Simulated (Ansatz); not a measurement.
SiC (CsCl type, Pm-3m) under volume change, PBEsol in the plane-wave PAW code Ansatz, scaled uniformly.

| V (Å³/atom) | E − E(relaxed) (meV/atom) | P (GPa) |
|---|---|---|
| 8.176 | 50.3 | 21.67 |
| 8.446 | 21.1 | 13.24 |
| 8.715 | (withheld) | (withheld) |
| 8.985 | 0.0 | 0.00 |
| 9.254 | (withheld) | (withheld) |
| 9.524 | 16.9 | -9.39 |
| 9.794 | 35.6 | -12.79 |

Task: Complete the blanks.

Result: 
- 8.715, E − E(relaxed) (meV/atom): 5.0
- 8.715, P (GPa): 6.09
- 9.254, E − E(relaxed) (meV/atom): 4.5
- 9.254, P (GPa): -5.20

Task: What does a third-order Birch–Murnaghan fit give for V₀, B₀ and B′?

Result: V₀ = 8.98 Å³/atom, B₀ = 184 GPa, B′ = 4.8.

The cell is a constructed one: a structure type filled with these elements; neither database checked (COD, Materials Project) lists it. It is not the phase usual at ambient conditions (space group No. 186, 216). Symmetry was held in the PBEsol relaxation. At this level the phase is dynamically unstable (imaginary phonons).

Potentials: the later of the program's two PAW sets.
